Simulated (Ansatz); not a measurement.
SnO:
Space group R3m, hexagonal axes (No. 160); a = b = 3.3235 Å, c = 11.7417 Å, α = β = 90.00°, γ = 120.00°

```json
[
 {"atom": "Sn", "site": "3a", "symmetry": "3m", "x": "0.0000", "y": "0.0000", "z": "0.7885"},
 {"atom": "O", "site": "3a", "symmetry": "3m", "x": "0.0000", "y": "0.0000", "z": "0.2115"}
]
```
(The calculation used a cell of 2 atoms; values per cell refer to that cell.)

Relaxed with PBEsol.

### Question
Decompose the optical modes at the zone centre into irreducible representations, and say which are infrared and Raman allowed.

### Answer
Point group 3m: Γ_opt = A1 + E. Infrared: A1, E. Raman: A1, E.

### Question
Assign frequencies (DFPT, the program Ansatz at the PBEsol level (PAW); without the LO–TO term).

### Answer
E 285, A1 390 cm⁻¹.

The cell is a constructed one: a structure type filled with these elements; neither database checked (COD, Materials Project) lists it. It is not the phase usual at ambient conditions (space group No. 129). Symmetry was held in the PBEsol relaxation; of distortions, only those at the zone centre were tested. Scalar-relativistic: spin–orbit coupling is off unless named, which matters more the heavier the elements.

Potentials: the later of the program's two PAW sets.
